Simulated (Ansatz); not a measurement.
# Response of As to small distortions

```
CELL_PARAMETERS angstrom
1.87975 1.08527 3.48577
-1.87975 1.08527 3.48577
0.00000 -2.17055 3.48577
ATOMIC_POSITIONS crystal
As 0.22754 0.22754 0.22754
As 0.77246 0.77246 0.77246
```

Atom numbers follow the list: As1, As2.

The cell is a measured one (Crystallography Open Database entry 9009651); the temperature and pressure of the measurement aren't taken into account, and nothing was relaxed.

All numbers below come from DFT, LDA, all-electron PAW with datasets made for the crystal, scalar-relativistic in Ansatz 0.2.0.

Numerical set-up: a Γ-centred 13×13×13 k mesh, Fermi–Dirac smearing of 0.05 eV, cutoff 240 eV (chosen by the program for this cell), no spin polarisation.

The unchanged cell is at -1.51 GPa.

In a metal, stresses and small energies carry noise from the k mesh.

x, y and z are the Cartesian axes of the cell as listed; fractional coordinates follow a strain, and an engineering shear is twice the off-diagonal strain component.

**Question.** One change gave: energy change under 1 meV/atom; stress change (xx, yy, zz, yz, xz, xy) -0.33, 0.34, 0.02, 0.75, 0.42, 0.20 GPa, compression positive; change of the force on As1 (0.047, 0.064, 0.000) eV/Å. Which change was it?
A. equal xy, yz and zx engineering shear strains of +1 %
B. equal xy, yz and zx engineering shear strains of -2 %
C. equal xy, yz and zx engineering shear strains of -1 %
D. equal xy, yz and zx engineering shear strains of +2 %

**Answer.** C. For equal xy, yz and zx engineering shear strains of -2 %: energy change +4 meV/atom; stress change (xx, yy, zz, yz, xz, xy) -0.68, 0.72, 0.08, 1.51, 0.82, 0.40 GPa, compression positive; change of the force on As1 (0.095, 0.127, 0.000) eV/Å. For equal xy, yz and zx engineering shear strains of +1 %: energy change under 1 meV/atom; stress change (xx, yy, zz, yz, xz, xy) 0.32, -0.31, 0.02, -0.74, -0.42, -0.20 GPa, compression positive; change of the force on As2 (0.046, 0.065, 0.000) eV/Å. For equal xy, yz and zx engineering shear strains of +2 %: energy change +4 meV/atom; stress change (xx, yy, zz, yz, xz, xy) 0.62, -0.57, 0.07, -1.45, -0.84, -0.39 GPa, compression positive; change of the force on As2 (0.091, 0.130, 0.001) eV/Å.
